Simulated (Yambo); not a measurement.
```
Cs2NaScF6
1.0
    0.00000     4.49645     4.49645
    4.49645     0.00000     4.49645
    4.49645     4.49645     0.00000
F Na Sc Cs
6 1 1 2
Direct
  0.77144   0.22856   0.22856
  0.22856   0.77144   0.77144
  0.22856   0.77144   0.22856
  0.77144   0.22856   0.77144
  0.22856   0.22856   0.77144
  0.77144   0.77144   0.22856
  0.50000   0.50000   0.50000
  0.00000   0.00000   0.00000
  0.75000   0.75000   0.75000
  0.25000   0.25000   0.25000
```

Response from Yambo on PBEsol (Quantum ESPRESSO, PseudoDojo norm-conserving, 88 Ry, scalar-relativistic) bands: 4×4×4 mesh, 146 bands, 3 Ry local-field block, 0.2 eV broadening.

Task: Give the static electronic dielectric constant without and with local fields.

Result: 
```tsv
field along	ε(0), independent particles	ε(0), RPA with local fields	refractive index √ε
x	2.51	2.24	1.50
```
Electronic (clamped-ion) response only. PBEsol gaps are usually too small, which raises these values. Convergence of the RPA response with its 4×4×4 mesh was not tested.

Geometry of the Materials Project entry, not relaxed at this level.

The structure is a Materials Project entry; no match was found in the copy of COD used, and its stability was not checked.
